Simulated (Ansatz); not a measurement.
# Stability of a relaxed cell of CsH$_{3}$Ir$_{2}$

Atoms and cell were relaxed at zero pressure (49.1 % in volume from the start). The relaxed cell:

```
CELL_PARAMETERS angstrom
0.00000 5.06487 0.00000
5.06487 0.00000 0.00000
2.53243 2.53243 -10.41033
ATOMIC_POSITIONS crystal
Cs 0.87500 0.12500 0.75000
Cs 0.12500 0.87500 0.25000
Ir 0.70190 0.45190 0.09620
Ir 0.45190 0.70190 0.59620
Ir 0.29810 0.54810 0.90380
Ir 0.54810 0.29810 0.40380
H 0.62500 0.37500 0.25000
H 0.37500 0.62500 0.75000
H 0.50000 0.50000 0.00000
H 0.50000 0.00000 0.50000
H 0.00000 0.50000 0.00000
H 0.50000 0.50000 0.50000
```

Space group I4_1/amd (No. 141); conventional cell a = 5.065 Å, b = 5.065 Å, c = 20.821 Å, α = 90.00°, β = 90.00°, γ = 90.00°.

Computed with plane-wave PAW DFT (Ansatz 0.2.0): r2SCAN, 500 eV cutoff, 5×5×5 Γ-centred mesh, fermi-dirac occupations of width 0.105 eV. Spin: none; no U, no spin-orbit coupling.

Task: What is its formation energy?

Result: 0.841 eV an atom at 0 K against the elements' lowest computed crystals and the free molecules of gases, with no empirical correction.

Task: Does it lie on the convex hull?

Result: Among the phases that we computed and relaxed alike, the lowest mixture with other formulas is 33 % H$_{2}$ + 33 % Ir + 33 % CsH (shares of atoms). The cell lies 928 meV an atom above it, so it would gain by splitting into them.

The start was: a known structure type with other elements put in, at an estimated volume. An invented cell need not be a known compound.

Caveats: differences under 20 meV an atom lie within the error of meshes and cutoff; no moments were allowed, so a magnetic state may lie lower; the relaxation keeps the start's symmetry, so a distorted cell may lie lower; zero-point energy is left out, some tens of meV an atom in hydrides, and rivals outside our set may lie lower; no spin-orbit coupling, which can move compounds of heavy elements by tens of meV.
